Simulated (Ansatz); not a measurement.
Si:
```xyz
8
Lattice="4.7156 2.7226 1.8888 -4.7156 2.7226 1.8888 0.0000 -5.4451 1.8888" Properties=species:S:1:pos:R:3 pbc="T T T"
Si    -3.2911    -0.8301     2.3567
Si     3.2911     0.8301     3.3096
Si     2.3644    -2.4352     2.3567
Si    -2.3644     2.4352     3.3096
Si     0.9267     3.2652     2.3567
Si    -0.9267    -3.2652     3.3096
Si     0.0000     0.0000     4.0371
Si     0.0000     0.0000     1.6293
```

Relaxed with r²SCAN. r²SCAN (plane waves, PAW; program Ansatz) gives no gap.

**Question.** What gap does HSE06 give on the same cell (Ansatz, PAW)?

**Answer.** 0.26 eV. The hybrid was solved on a coarser mesh and at special points; the gap given is the minimum over both. On such a mesh it can open a false gap in a semimetal.

```tsv
k	v1 r²SCAN	c1 r²SCAN	v1 HSE06	c1 HSE06
Γ	-1.00	1.90	___	___
T	0.00	1.72	___	___
P0	-2.35	1.63	___	___
L	-1.25	-0.01	-1.30	0.26
F	-1.42	0.52	___	___
```

**Question.** Top valence (v1) and lowest conduction level (c1) in eV from each method's valence maximum (which need not be a listed point): supply the withheld HSE06 values.

**Answer.** 
- Γ, v1 HSE06: -1.07
- Γ, c1 HSE06: 2.21
- T, v1 HSE06: 0.00
- T, c1 HSE06: 2.04
- P0, v1 HSE06: -2.44
- P0, c1 HSE06: 1.95
- F, v1 HSE06: -1.47
- F, c1 HSE06: 0.78

Cost on shared cores: the r²SCAN run (SCF on a 9×9×9 mesh, then bands and DOS) roughly 4 core-minutes, the HSE06 run (SCF on 4×4×4, then a few points) very roughly 5 core-minutes; the tasks are unlike.

Space group R-3. The first step of the workflow began from a Materials Project structure, measured or hypothetical; the Crystallography Open Database copy checked does not list it. It is not the phase usual at ambient conditions (space group No. 227). Symmetry was held in the r²SCAN relaxation; its stability against distortions is not shown here.

Potentials: the later of the program's two PAW sets.
